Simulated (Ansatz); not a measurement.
Relaxed-ion elastic tensor of NaCl (rock salt, Fm-3m) in GPa (Voigt order), r²SCAN in the plane-wave PAW code Ansatz; density 2.20 g/cm³, 22.04 Å³ per atom.

```
59.3  11.6  11.6   0.0   0.0   0.0
11.6  59.3  11.6   0.0   0.0   0.0
11.6  11.6  59.3   0.0   0.0   0.0
 0.0   0.0   0.0  13.7   0.0   0.0
 0.0   0.0   0.0   0.0  13.7   0.0
 0.0   0.0   0.0   0.0   0.0  13.7
```

**Question.** Is the crystal mechanically stable?

**Answer.** Yes: the smallest eigenvalue of C is 13.7 GPa.

**Question.** Work out the Voigt, Reuss and Hill averages.

**Answer.** K_V = 27.5, K_R = 27.5, K_H = 27.5; G_V = 17.7, G_R = 16.5, G_H = 17.1 GPa.

**Question.** Give Young's modulus, Poisson's ratio, Pugh's ratio and the universal anisotropy index.

**Answer.** E = 9KG/(3K + G) = 42.5 GPa; ν = 0.24; K/G = 1.61 (brittle by the Pugh limit of 1.75); A_U = 5G_V/G_R + K_V/K_R − 6 = 0.38.

**Question.** Estimate the sound speeds and the Debye temperature.

**Answer.** v_l = √((K + 4G/3)/ρ) = 4780 m/s, v_t = √(G/ρ) = 2790 m/s, mean 3090 m/s; Θ = (h/k)(3n/4πV)^(1/3) v_m = 328 K.

**Question.** Give the Zener ratio and Young's modulus along [100], [110] and [111].

**Answer.** A = 2C44/(C11 − C12) = 0.57; 1/E = S11 − 2(S11 − S12 − S44/2)Γ with Γ = 0, 1/4, 1/3 gives 55.5, 38.7, 35.1 GPa.

**Question.** Solve the Christoffel equation for the three sound speeds along [100], [110], [111].

**Answer.** Eigenvalues of C_ijkl n_j n_l equal ρv². In km/s, slowest first: [100] 2.49, 2.49, 5.19; [110] 2.49, 3.29, 4.72; [111] 3.05, 3.05, 4.56.

The r²SCAN relaxation kept the symmetry of its start.

Potentials: the later of the program's two PAW sets.
